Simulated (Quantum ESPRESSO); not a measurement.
# Strain and stress in Al3MgN3O

The results below are calculated, not measured. They come from pw.x of Quantum ESPRESSO 7.5, a plane-wave density functional program, with PseudoDojo standard norm-conserving files (v0.5 for PBE, v0.4.1 for LDA and PBEsol). The cells are made up: elements, strain and atom displacements were drawn at random, and nothing was relaxed. There is no spin polarisation, spin-orbit coupling or dispersion term.

The cell has 8 sites of a rocksalt lattice. Sites 1 to 4 hold Al Al Mg Al; sites 5 to 8 hold N O N N. Cell vectors in Å: (4.106, 0.000, 0.000); (0.000, 4.106, 0.000); (0.000, 0.000, 4.094). Settings: PBE, cutoff 1143 eV, 5 x 5 x 4 k mesh shifted by half a step, Fermi-Dirac smearing of 0.025 eV.

Each run adds the same strain along x and y to one cell, with the atoms carried along; the vectors above are those of run 4. Stress is positive in tension and P is minus a third of its trace. E is the free energy for each atom above the lowest run shown. The last column is band 21 less band 20 at Gamma, from a band step after each run.

```
run,strain (%),s_xx (GPa),s_yy (GPa),s_zz (GPa),s_xy (GPa),P (GPa),E (meV/atom),level step at Gamma (eV)
1,-2.50,-31.17,-18.60,-23.29,-0.67,24.36,47.38,3.280
2,-1.41,-22.80,-10.68,-19.60,-0.62,17.70,23.57,3.089
4,0.29,-11.71,-0.28,-14.18,-0.54,8.73,3.27,2.797
5,1.07,-7.34,3.78,-11.83,-0.51,5.13,0.06,2.644
6,1.77,-3.75,7.13,-9.78,-0.49,2.13,0.00,2.501
7,2.13,-2.02,8.71,-8.76,-0.47,0.69,1.02,2.428
3,-1.12,?,?,?,?,?,?,?
```

A rerun of one of these cells at 1437 eV and k mesh 7 x 7 x 6 moved values by no more than 0.003 eV in the cell's energy, 0.02 GPa in stress and 0.007 eV/Å in force.

## Worked fit

A parabola through the six runs shown gives s_xx = -13.45 + 6.15 e - 0.373 e² GPa, with e in per cent and a scatter of 0.05 GPa. The slope is a stiffness of 615 ± 6 GPa for each unit of this strain at e = 0, the sum of the responses of s_xx to strain along x and along y. The atoms are clamped, and relaxing them would in general lower it. The error is the larger of the fit's own and the change that a cubic makes, rounded up.

## Withheld run

Question: what s_xx should run 3 give?

The fit gives -20.81 GPa. The calculation gave -20.75 GPa.

| run | strain (%) | s_xx (GPa) | s_yy (GPa) | s_zz (GPa) | s_xy (GPa) | P (GPa) | E (meV/atom) | level step at Gamma (eV) |
| --- | --- | --- | --- | --- | --- | --- | --- | --- |
| 3 | -1.12 | -20.75 | -8.77 | -18.66 | -0.61 | 16.06 | 18.79 | 3.039 |